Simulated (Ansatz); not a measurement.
GaO:
```
GaO
1.0
    3.07554     0.00000     0.00000
   -1.53777     2.66350     0.00000
    0.00000     0.00000    12.40293
Ga O
4 4
Cartesian
  0.00000   1.77567   1.86475
  1.53777   0.88783   8.06622
  1.53777   0.88783  10.53818
  0.00000   1.77567   4.33671
  0.00000   1.77567   7.37445
  1.53777   0.88783   1.17299
  1.53777   0.88783   5.02848
  0.00000   1.77567  11.22994
```

Relaxed with r²SCAN+D4. Special points in fractions of this cell's reciprocal vectors: Γ (0.000, 0.000, 0.000); M (0.500, 0.000, 0.000); K (0.333, 0.333, 0.000); A (0.000, 0.000, 0.500); L (0.500, 0.000, 0.500); H (0.333, 0.333, 0.500).

List the band energies nearest the valence-band maximum at these points for r²SCAN+D4 (plane waves, PAW; program Ansatz).

In eV from the valence-band maximum; about four levels below and three above (degenerate sets whole), none deeper than 8.9 eV; points with the same levels are listed once.

```
k                                below                above
-  -----------------------------------  -------------------
Γ               -2.43 -2.43 -1.69 0.00       1.53 2.87 5.10
M              -3.01 -2.66 -0.78 -0.22       2.81 3.41 6.00
K              -2.67 -2.67 -0.18 -0.18  3.86 4.08 6.14 6.14
A  -2.45 -2.45 -2.45 -2.45 -0.86 -0.86  2.29 2.29 5.23 5.23
L              -2.82 -2.82 -0.48 -0.48  3.09 3.09 6.07 6.07
H              -2.73 -2.73 -0.17 -0.17  3.97 3.97 6.13 6.13
```

Space group P6_3/mmc. The start of the workflow was typed in or built on a structure type; neither database checked (COD, Materials Project) lists it. Whether it is the stable phase at ambient conditions was not checked. The cell was relaxed with r²SCAN+D4 under the symmetry of its start; its stability against distortions is not shown here. Spin–orbit coupling is left out wherever it is not named.

Potentials: the earlier of the program's two PAW sets.
